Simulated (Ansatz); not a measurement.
## BiAu: all-electron results

```xyz
2
Lattice="0.0000 2.9725 2.9725 2.9725 0.0000 2.9725 2.9725 2.9725 0.0000" Properties=species:S:1:pos:R:3 pbc="T T T"
Au    0.0000    0.0000    0.0000
Bi    2.9725    2.9725    2.9725
```

Atom numbers follow the list: Au1, Bi2.

The cell was built from the rocksalt type and relaxed in the same program, and has space group Fm-3m; it needn't be a known or the stable phase.

No spin–orbit coupling, which matters for the heavy atoms here.

Methods: DFT, PBE, all-electron LAPW, scalar-relativistic (Ansatz 0.2.0); DFT, PBE, PAW with Ansatz's default frozen-core files, scalar-relativistic (Ansatz 0.2.0).

For LAPW: a Γ-centred 12×12×12 k mesh, Fermi–Dirac smearing of 0.03 eV, basis error target 0.25 meV/atom, no spin polarisation. PAW takes a cutoff of 420 eV at this cell. The Ansatz runs share mesh, smearing and spin set-up. Values come from LAPW unless marked.

```json
{
  "Volume per atom": "26.26 Å³",
  "Pressure at this cell": "0.2 kbar"
}
```

(1) Predict this quantity. Bader charges (from the PAW run).

(2) Band gap: what does the calculation give?

(3) Density of states at the Fermi level (0.2 eV bin): what does the calculation give?

(4) Give the computed value. Löwdin charges (with 0.12 e of the cell spilling out of the atomic basis, so their sizes and signs hang on that basis).

## Answers

(1) Au1 -0.62, Bi2 +0.62 e.

(2) none: bands cross the Fermi level, a metal.

(3) 1.01 states/eV per cell.

(4) Au1 0.32, Bi2 -0.20 e.
